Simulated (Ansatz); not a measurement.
Structure from Materials Project entry mp-1121 (possibly hypothetical), not relaxed further.

GaCo: DFT, LDA, PAW with Ansatz's default frozen-core files, scalar-relativistic (Ansatz 0.2.0). What sets it apart from a plain run of this crystal: no spin polarisation.

```yaml
crystal:
  lattice:
    - [2.84722922, 0.0, 0.0]
    - [0.0, 2.84722922, 0.0]
    - [0.0, 0.0, 2.84722922]
  atoms:
    - { symbol: Ga, position: [0.5, 0.5, 0.5] }
    - { symbol: Co, position: [0.0, 0.0, 0.0] }
kpoints:
  mp_grid: { grid: [12, 12, 12] }
scf:
  occupations: { method: fermi_dirac, width: 0.08 }
hamiltonian:
  xc: lda
  pseudopotentials: { kind: paw }
output:
  forces: true
  stress: true
  eigenvalues: true
  efg: { contact_densities: true }
```

Output:

```
Engine: ansatz 0.2.0
Pseudopotentials: kind: paw
Pseudopotential: Ga, paw, valence charge 13, recommended cutoff 420 eV (normal)
Pseudopotential: Co, paw, valence charge 17, recommended cutoff 420 eV (normal)
Functional definition: SPW92
  exchange = slater_x
  correlation = pw_c
Crystal: 2 atoms, lattice volume = 23.082 Å³
Basis set: ecut = 420 eV, 461 PW (Γ)
Bands: 19, of which v1, the nominal top of the filled ones, is band 15 counted from 1 (14 counted from 0)
Symmetry: 48 space group operations
Space group: Pm-3m (ITA 221), of the structure as read, at distance tolerance 2.8e-5 Å
k-points: 84 of 1728
Non-local potential: Ga, projectors of the file, l = 0: 2, l = 1: 2, l = 2: 3, l = 3: 1
Non-local potential: Co, projectors of the file, l = 0: 3, l = 1: 2, l = 2: 3, l = 3: 1
PAW form: soft (Blöchl's): semilocal exchange-correlation on the pseudo side does not see the compensation charge
PAW frozen core: Ga, regenerated for the run's functional, and the local potential with it (the file was generated under x = pbe(κ = 0.804, μ = 0.2195149727645171), c = pbe(β = 0.06672455060314922))
PAW frozen core: Co, regenerated for the run's functional, and the local potential with it (the file was generated under x = pbe(κ = 0.804, μ = 0.2195149727645171), c = pbe(β = 0.06672455060314922))
PAW one-centre angular grid: Ga, 590 points (default); XC on 64 Gauss nodes
PAW one-centre angular grid: Co, 590 points (default); XC on 64 Gauss nodes
Initial density: superposition of atomic densities (neutral atoms: chi_scale 0, normalization atom), corrected by the library's trained network
Initial wavefunctions: pseudopotential atomic-orbital guess
Functional: x = slater, c = lda
SCF iter   1: F=—  HF=-8770.496076 eV  |F-HF|=—  |Δ(HF+E_count)|=         —  Δρ=2.02e-2  dr2=4.90e-2  ethr=1.77e-3  ⟨swp⟩=5.4  Hψ=6590  notcnv=0
preconditioner: auto → none  [metal: Δε(μ)=0.049 eV  Ē_g=13.933 eV  σ=0.080 eV  W_gap=0.15  n_scr=6 (ndim 8)  ℏωp=36.3 eV  f_vac=0.000  D(μ)=1.15/eV (n_scr^D=6)  sad-step TF]
SCF iter   2: F=—  HF=-8770.490534 eV  |F-HF|=—  |Δ(HF+E_count)|=   5.54e-3  Δρ=9.28e-3  dr2=1.21e-2  ethr=1.63e-4  ⟨swp⟩=2.0  Hψ=2524  notcnv=0
SCF iter   3: F=—  HF=-8770.489482 eV  |F-HF|=—  |Δ(HF+E_count)|=   1.05e-3  Δρ=2.07e-3  dr2=4.19e-4  ethr=4.05e-5  ⟨swp⟩=2.3  Hψ=2512  notcnv=0
SCF iter   4: F=—  HF=-8770.489136 eV  |F-HF|=—  |Δ(HF+E_count)|=   3.46e-4  Δρ=4.54e-4  dr2=2.98e-5  ethr=1.40e-6  ⟨swp⟩=2.0  Hψ=2235  notcnv=0
SCF iter   5: F=—  HF=-8770.489127 eV  |F-HF|=—  |Δ(HF+E_count)|=   8.59e-6  Δρ=1.17e-4  dr2=4.41e-7  ethr=9.94e-8  ⟨swp⟩=2.3  Hψ=2429  notcnv=0
SCF iter   6: F=-8770.489128 eV  HF=-8770.489128 eV  |F-HF|=3.52e-9  |Δ(HF+E_count)|=   6.59e-7  Δρ=9.10e-6  dr2=2.40e-9  ethr=3.33e-10  ⟨swp⟩=6.0  Hψ=7590  notcnv=0
SCF 1 converged in 6 iterations: F = -8770.489128 eV  dr2 = 2.40e-9
  greatest PAW one-centre occupation: 1.002 electrons in one spin orbital (limit 2), on the Co atom at site 1 (counted from 0), in its partial waves of l = 1
SCF converged after 6 iterations
Free energy (F): -8770.489128 eV
Harris-Foulkes:  -8770.489128 eV  (|F-HF|=3.52e-9)
Internal energy: -8770.464417 eV  (E = F + TS)
E sigma→0 (E₀):  -8770.476772 eV
Entropy (-TS):   -0.024711 eV (-12.356 meV/atom)
Fermi energy:    17.143845 eV
--- Per-component energies (eV) ---
  E_band       = -207.262237
  E_kinetic    = 575.461740
  E_local      = -4421.327598  (includes V_loc(G=0)·N_el)
  E_nonlocal   = 891.807463
  E_hartree    = 1961.478132
  E_xc         = -228.072777
  E_vxc        = -265.415869  (∫ρ·V_xc dr)
  E_paw        = -3369.625226  (= ΣΔE_a)
  E_vpaw       = -910.743866  (= ΣTr[D̂ρ^β])
  E_aug_tail   = -0.000130  (compensation charges beyond the density's cutoff)
  E_ewald      = -4182.332753
  E_core_change = 2.146731  (= ΣΔE_core)
  E_smearing   = -0.024711  (= −TS)
  E_closure    = 0.000000  (closes the sum)
  Σ components = -8770.489128   (vs F -8770.489128, Δ=0.00e0)
--- Forces (eV/Å), atoms counted from 1 ---
  atom   1  Ga     0.00000000     0.00000000     0.00000000
  atom   2  Co    -0.00000000    -0.00000000    -0.00000000
  max |Σ_I F_I| component: 7.89e-31 eV/Å
--- Stress (GPa, compression-positive) ---
       -7.856640       0.000000      -0.000000
       -0.000000      -7.856640       0.000000
        0.000000       0.000000      -7.856640
  P = ⅓ Tr σ = -7.8566 GPa (-78.566 kbar)
--- PAW observables at the nuclei: V_zz in 10²¹ V/m², potentials from the cell's mean, atoms counted from 1 ---
  atom   1  Ga V_zz =    -0.000000   η = 0.0000   by run symmetry: forbidden
            electrostatic potential = -4140.601057 V   contact ρ = 186461.963287 e/Å³
  atom   2  Co V_zz =    +0.000000   η = 0.0000   by run symmetry: forbidden
            electrostatic potential = -3392.881495 V   contact ρ = 114045.876387 e/Å³
--- Band table (eV; the first three rows and the last of 84) ---
  k-point 0: bands = ["-76.7467", "-40.4611", "-40.4611", "-40.4611", "1.8812", "1.8812", "2.2577", "2.2577", "2.2577", "4.8022", "14.4799", "14.4799", "16.4276", "16.4276", "16.4276", "22.4153", "22.4153", "22.4153", "28.4996"]
  k-point 1: bands = ["-76.7465", "-40.4642", "-40.4609", "-40.4609", "1.8854", "1.9011", "2.2506", "2.2506", "2.2595", "4.9368", "14.4565", "14.4941", "16.3330", "16.3330", "16.4278", "21.4482", "22.6571", "22.6571", "28.5201"]
  k-point 2: bands = ["-76.7459", "-40.4725", "-40.4602", "-40.4602", "1.8967", "1.9541", "2.2310", "2.2310", "2.2642", "5.3411", "14.3096", "14.5332", "16.0972", "16.0972", "16.4283", "19.6858", "23.3344", "23.3344", "28.5813"]
  k-point 83: bands = ["-76.7369", "-40.4973", "-40.4973", "-40.4973", "1.9749", "1.9749", "1.9749", "2.4388", "2.4388", "12.9052", "12.9052", "12.9052", "16.9369", "16.9369", "17.8381", "21.1166", "21.1166", "21.1166", "22.1425"]
```

Spin polarisation is left out, and whether a magnetic state lies lower isn't shown here.
